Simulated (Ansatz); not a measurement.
Values for one crystal, relaxed and computed with plane-wave PAW r²SCAN (Ansatz code); other levels are named.

```yaml
volume_per_atom: 15.17 Å³
band_gap: 1.31 eV (smallest direct gap 1.31 eV)
valence_band_maximum: at V2 (k = 0.000, 0.500, 0.000 in fractions of the reciprocal vectors)
conduction_band_minimum: on the Γ–C line, 76 % of the way from Γ (k = 0.229, 0.240, 0.000 in fractions of the reciprocal vectors) (4 equivalent valleys)
Formation energy from the elements (no fitted shifts): -0.67 eV/atom
```

Q: Which compound is it?
(A) GdHSe, P-6m2 (Gd on 1a, H on 1c, Se on 1f)
(B) Mg2TiO4, P4_122 (Pearson symbol tP28)
(C) Ba2YOsO6, I4/mmm (Pearson symbol tI20)
(D) PdSe2O5, C2/c (Pearson symbol mS32)

A: D, PdSe2O5, C2/c (Pearson symbol mS32)

The first step of the workflow began from a Materials Project structure, measured or hypothetical; the Crystallography Open Database files this formula in space group No. 15, but the cells were not matched. Whether it is the stable phase at ambient conditions was not checked. Symmetry was held in the r²SCAN relaxation; its stability against distortions is not shown here. No spin polarisation was allowed. A crystal of weakly bound chains computed without a dispersion correction: the cell and the soft elastic constants depend strongly on that. The references are the lowest solids computed at this level, not always the standard phases (solids in place of the gases). Spin–orbit coupling is left out wherever it is not named.

Potentials: the later of the program's two PAW sets.
